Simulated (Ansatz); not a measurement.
CsHO:
```
CsHO
1.0
    2.16593    -5.71072     0.00000
    2.16593     5.71072     0.00000
    0.00000     0.00000     4.49940
Cs H O
2 2 2
Direct
  0.86162   0.13838   0.73370
  0.13838   0.86162   0.23370
  0.53488   0.46512   0.61061
  0.46512   0.53488   0.11061
  0.59408   0.40592   0.76540
  0.40592   0.59408   0.26540
```

Relaxed with r²SCAN.

**Question.** Map the valence electron density (e/Å³), cut off at 0.9 on the plane through (0.862, 0.138, 0.734) spanned by u = [0, 0, 1] and v = [1, -1, 0] in lattice vectors, from DFT-r²SCAN in the program Ansatz with PAW potentials.

**Answer.** x is the fraction of u, y of v (the angle between them is 90°; rows are the nearest grid lines); atoms in the plane: Cs at (0.00, 0.00), Cs at (0.50, 0.28), H at (0.88, 0.67), H at (0.38, 0.60), O at (0.03, 0.73), O at (0.53, 0.54).
```
| .#@@#-.       .-#@@#. |
|@@@@%=:.       .:=%@@@@|
|@@@#=:.         .:=#@@@|
|....               ....|
|:::.               ..::|
|@@@@*:.          .:+@@@|
|@@@@@=.          .-@@@@|
|@@@@@=..        .-#@@@@|
|+=-::...::::.....:=%@#+|
|     .-@@@@@@@%=:..    |
|     .-#@@@@@@@@=:.    |
|      .-%@@@@@@@=.     |
|       .:=*%%*=:.      |
|          ...          |
|        .......        |
|     .:=#@@@@@#=:.     |
|    .-#@@@=:=@@@#-.    |
|    .-*@@@*=+@@@*-.    |
|    .:=#@@@@@@@#=:.    |
|      ..:-=+=-:..      |
|....               ....|
|@@@#=:.         .:=#@@@|
|@@@@%=:.       .:=%@@@@|
| .#@@#-.       .-#@@#. |
```
Scale: ten equal steps from 0.000 (start of ' ') to 0.900 (end of '@'), in the order ' .:-=+*#%@'; x runs from 0.000 to 1.00, y from 0.000 (bottom) to 1.00 (top).

The density is the valence pseudo-density with augmentation charge, so density and ELF within about 1 Å of a nucleus are not all-electron values.

Space group Cmc2_1. The first step of the workflow began from a Materials Project structure, measured or hypothetical; the Crystallography Open Database copy checked does not list it. Its standing as an ambient phase is unchecked. The r²SCAN relaxation kept the symmetry of its start; whether a distortion lowers the energy is not shown. Spin–orbit coupling is left out wherever it is not named.

Potentials: the later of the program's two PAW sets.
